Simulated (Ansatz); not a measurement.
AlN:
```cif
data_Al4N4
_chemical_formula_sum 'Al4 N4'
_space_group_name_H-M_alt 'F-43m'
_space_group_IT_number 216
_space_group_name_Hall 'F -4 2 3'
_cell_length_a 4.34226
_cell_length_b 4.34226
_cell_length_c 4.34226
_cell_angle_alpha 90.000
_cell_angle_beta 90.000
_cell_angle_gamma 90.000
loop_
_atom_site_label
_atom_site_type_symbol
_atom_site_symmetry_multiplicity
_atom_site_Wyckoff_symbol
_atom_site_fract_x
_atom_site_fract_y
_atom_site_fract_z
_atom_site_occupancy
Al1 Al 4 a 0.00000 0.00000 0.00000 1
N1 N 4 d 0.75000 0.75000 0.75000 1
```
(The calculation used a cell of 2 atoms; values per cell refer to that cell.)

Relaxed with LDA.

### Question
Decompose the optical modes at the zone centre into irreducible representations, and say which are infrared and Raman allowed.

### Answer
Point group -43m: Γ_opt = T2. Infrared: T2. Raman: T2.

### Question
Assign frequencies (DFPT, LDA in the plane-wave PAW code Ansatz; without the LO–TO term).

### Answer
T2 664 cm⁻¹.

Symmetry was held in the LDA relaxation; phonons on a q-mesh show no instability.

Potentials: the later of the program's two PAW sets.
